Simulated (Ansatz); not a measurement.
## Structure relaxation of Au

All numbers below come from Ansatz, DFT r2SCAN, scalar-relativistic, plane waves, PAW. Cutoff 500 eV, Γ-centred k mesh, Gaussian smearing, no spin polarisation in the final step.

Au was placed on the iodine structure type (Cmce, No. 64), at a guessed volume.

```
CELL_PARAMETERS angstrom
2.77486 -1.83397 0.00000
2.77486 1.83397 0.00000
0.00000 0.00000 7.48122
ATOMIC_POSITIONS crystal
Au 0.85000 0.15000 0.11700
Au 0.65000 0.35000 0.61700
Au 0.15000 0.85000 0.88300
Au 0.35000 0.65000 0.38300
```

Cell and atoms relax at zero pressure; the relaxation can't lower the symmetry of the start. After a coarse first stage the cell is made exact in the group found at 0.06 Å.

Task: Describe the relaxed structure.

Result: It ends in Fm-3m (No. 225). The result has the fcc structure. Conventional cell: a = 4.125 Å. Au has 12 Au at 2.92 Å.

```xyz
1
Lattice="0.0000 2.0624 2.0624 2.0624 0.0000 2.0624 2.0624 2.0624 0.0000" Properties=species:S:1:pos:R:3 pbc="T T T"
Au    0.0000    0.0000    0.0000
```

Task: What are its volume, density and gap?

Result: The volume per atom is 17.54 Å³ and the density is 18.64 g/cm³. The gap on the 24×24×24 mesh is 0 eV (a metal).

The final run used a 24×24×24 mesh on its 1-atom cell and 0.10 eV smearing. Spin–orbit coupling is left out. Symmetry constrained the relaxation, so the result can be a saddle point.